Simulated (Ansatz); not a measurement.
What settings do to one calculation: zincblende alloy of GaP and GaN (1 of 8 P sites exchanged), 16 atoms with displaced atoms

Ansatz (PAW, plane waves), atoms fixed. The base input:

```yaml
crystal:
  lattice:
    - [10.632480, 0.000000, 0.000000]
    - [0.000000, 5.316240, 0.000000]
    - [0.000000, 0.000000, 5.316240]
  atoms:
    - { symbol: Ga, position: [0.004777, 0.996074, 0.017319] }
    - { symbol: Ga, position: [0.496178, 0.988032, 0.003308] }
    - { symbol: Ga, position: [0.253170, 0.506755, 0.003655] }
    - { symbol: Ga, position: [0.741351, 0.490357, 0.997199] }
    - { symbol: Ga, position: [0.240663, 0.985448, 0.503028] }
    - { symbol: Ga, position: [0.755275, 0.011352, 0.509807] }
    - { symbol: Ga, position: [0.006718, 0.495259, 0.492300] }
    - { symbol: Ga, position: [0.487809, 0.486152, 0.524204] }
    - { symbol: P, position: [0.137882, 0.244468, 0.236561] }
    - { symbol: P, position: [0.372632, 0.746025, 0.258639] }
    - { symbol: P, position: [0.872409, 0.747516, 0.246742] }
    - { symbol: P, position: [0.369554, 0.250878, 0.749563] }
    - { symbol: P, position: [0.874749, 0.222230, 0.743373] }
    - { symbol: P, position: [0.133819, 0.727124, 0.746478] }
    - { symbol: P, position: [0.622555, 0.740852, 0.734249] }
    - { symbol: N, position: [0.638419, 0.233689, 0.257902] }
  symmetry: { detect: false }
kpoints:
  mp_grid: { grid: [1, 1, 1], shift: [0.25, 0.25, 0.25] }
hamiltonian:
  xc: pbesol
scf:
  occupations: { method: fermi_dirac, width: 0.01 }
output:
  forces: true
  eigenvalues: true
  stress: true
  populations: true
```

Command:

```sh
ansatz run in.yaml --threads 2 --pin off --max-ram 20900MiB --runs-dir r --events-out ev --progress --plain
```

It converged in 9 iterations and 2.6 s of wall time on 2 threads of an EPYC 7R13 processor, on a host shared with other runs; peak host memory 0.67 GiB; largest force component 3.10 eV/Å, pressure 3.45 GPa. The cutoff was the default, 420 eV. The base isn't a converged reference: it has few k points, and its atoms are unrelaxed. Each run below changes the keys shown and caps the iterations.

```csv
run,changed,ending,iterations,free energy less the base (meV per atom),rms change of forces (eV/Å),change of pressure (GPa),"wall time (s, shared host)"
2,"mixing algorithm broyden, max_iter 90",converged,10,0.0,0.000,0.00,2.3 CPU
3,"xc lda, occupations cold, max_iter 90",converged,9,other zero,0.060,-2.53,1.9 CPU
4,"n_extra_bands 4, ecutrho_ratio 1, max_iter 60, k points a 2×2×2 mesh centred on Γ",converged,9,-994.1,0.546,28.82,12 GPU
5,"max_iter 50, k points the Γ point alone, total_charge -2",converged,11,other zero,0.698,0.49,2.1 CPU
6,"ecutrho_ratio 2, mixing beta 0.2, mixing algorithm broyden, max_iter 90",converged,12,-8.3,0.010,0.44,3 CPU
7,"mixing algorithm linear, ecutwfc 800 eV, max_iter 60, k points the Γ point alone",refused,–,–,–,–,–
8,"ecutwfc 180 eV, max_iter 60",converged,10,8486.6,0.471,2.21,1.2 CPU
9,"xc pbe, ecutwfc 650 eV, max_iter 60",converged,9,other zero,0.051,3.39,3.8 CPU
10,"accuracy high, max_iter 9, ecutrho_ratio 8",converged,9,0.0,0.000,0.00,4 CPU
```

«Other zero»: another functional, charge or dispersion term moves the zero of energy, so the difference says nothing of accuracy.

Runs with exact exchange count the iterations of all their loops.

Runs lost to time or memory, or doubtful for a known weakness of the program, are left out.

**Question.** Which changes leave the result alone, and which of the same physical model moves the forces most?

**Answer.** The forces move by under 0.002 eV/Å in runs 2, 10. Run 4 (n_extra_bands 4, ecutrho_ratio 1, max_iter 60, k points a 2×2×2 mesh centred on Γ) moves them most among the runs with the same functional, charge and dispersion term, by 0.546 eV/Å.

**Question.** Why did some runs give no result?

**Answer.** - run 7: YAML parse error: error: line 31 column 24: unknown variant `linear`, expected one of auto, anderson, broyden, msr1
